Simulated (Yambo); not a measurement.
```
CsMo2AlO8
1.0
    5.65032     0.00000     0.00000
   -2.82516     4.89332     0.00000
    0.00000     0.00000     8.26479
O Al Mo Cs
8 1 2 1
Direct
  0.33333   0.66667   0.91434
  0.66667   0.33333   0.08566
  0.15751   0.31501   0.63584
  0.84250   0.68499   0.36416
  0.68499   0.84250   0.63584
  0.31501   0.15751   0.36416
  0.15751   0.84250   0.63584
  0.84250   0.15751   0.36416
  0.00000   0.00000   0.50000
  0.33333   0.66667   0.70221
  0.66667   0.33333   0.29779
  0.00000   0.00000   0.00000
```

The geometry is that of Materials Project entry mp-505784, symmetrised and not relaxed again.

Where are the main features of Im ε from RPA with local fields on PBEsol bands (Yambo; 3×3×2 mesh, 177 bands, 3 Ry local-field block, 0.2 eV broadening; field along x)?

Peaks at 5.0 eV (1.5), 7.8 eV (3.0), 9.5 eV (3.3), 10.8 eV (2.6), 11.9 eV (2.2), heights in brackets. Structure narrower than a few tenths of an eV can come from the finite k mesh. Convergence of the RPA response with its 3×3×2 mesh was not tested. No excitonic effects at this level. 

Spin-orbit coupling is not included.
